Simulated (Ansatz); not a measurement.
Question: Each is relaxed and computed with DFT-PBE in the program Ansatz with PAW potentials. Which is the only one with a gap?
(A) Ta2C, P4/nmm (Ta on 2a, Ta on 2c, C on 2c)
(B) CaO, P4/nmm (Ca on 2c, O on 2a)
(C) BW2, P4/nmm (W on 2a, W on 2c, B on 2c)
(D) Cr2C, P4/nmm (Cr on 2a, Cr on 2c, C on 2c)

Answer: B, CaO, P4/nmm (Ca on 2c, O on 2a). CaO: gap 2.57 eV (indirect); Ta2C: metal; BW2: metal; Cr2C: metal. Spin orders computed, not proven ground states: Cr2C, P4/nmm (Cr on 2a, Cr on 2c, C on 2c) ferromagnetic. Constructed cells (a structure type filled with these elements, in neither database checked): Ta2C, P4/nmm (Ta on 2a, Ta on 2c, C on 2c); BW2, P4/nmm (W on 2a, W on 2c, B on 2c); Cr2C, P4/nmm (Cr on 2a, Cr on 2c, C on 2c). Typed or built starts, not in the databases checked: CaO, P4/nmm (Ca on 2c, O on 2a). Not the usual ambient phase: CaO, P4/nmm (Ca on 2c, O on 2a). All cells were relaxed under the symmetry of their starts (and spin orders); stability against distortions was not tested throughout. Rows with no word on spin ran without spin polarisation. Scalar-relativistic: spin–orbit coupling is off unless named, which matters more the heavier the elements.

Potentials: the earlier of the program's two PAW sets.
